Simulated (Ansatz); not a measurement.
AlAg:
```cif
data_Ag4Al4
_chemical_formula_sum 'Ag4 Al4'
_space_group_name_H-M_alt 'Cmcm'
_space_group_IT_number 63
_space_group_name_Hall '-C 2c 2'
_cell_length_a 2.85099
_cell_length_b 10.44215
_cell_length_c 4.50660
_cell_angle_alpha 90.000
_cell_angle_beta 90.000
_cell_angle_gamma 90.000
loop_
_atom_site_label
_atom_site_type_symbol
_atom_site_symmetry_multiplicity
_atom_site_Wyckoff_symbol
_atom_site_fract_x
_atom_site_fract_y
_atom_site_fract_z
_atom_site_occupancy
Ag1 Ag 4 c 0.00000 0.33508 0.25000 1
Al1 Al 4 c 0.00000 0.07382 0.25000 1
```
(The calculation used a cell of 4 atoms; values per cell refer to that cell.)

Relaxed at zero pressure with the program Ansatz at the r²SCAN level (PAW).

### Question
The volume is raised by 6 % and shape and atoms relax at that volume. What pressure results, and how do the axes share the change?

### Answer
-4.6 GPa; a 1.7 %, b 2.5 %, c 1.7 %; the energy rises by 16 meV/atom.

### Question
Give the new structure.

### Answer

Space group Cmcm (No. 63); a = 2.8992 Å, b = 10.7025 Å, c = 4.5833 Å, α = β = γ = 90.00°

```csv
atom,site,symmetry,x,y,z
Ag,4c,m2m,0.0000,0.3381,0.2500
Al,4c,m2m,0.0000,0.0750,0.2500
```

The phase is kept; no other phase was compared at this pressure.

The start of the workflow was typed in or built on a structure type; neither database checked (COD, Materials Project) lists it. Whether it is the stable phase at ambient conditions was not checked. The cell was relaxed with r²SCAN under the symmetry of its start; whether a distortion lowers the energy is not shown. The run is not spin-polarised. Axis ratios of metals converge slowly with the k-mesh, so a and c are less sure than the volume.

Potentials: the earlier of the program's two PAW sets.
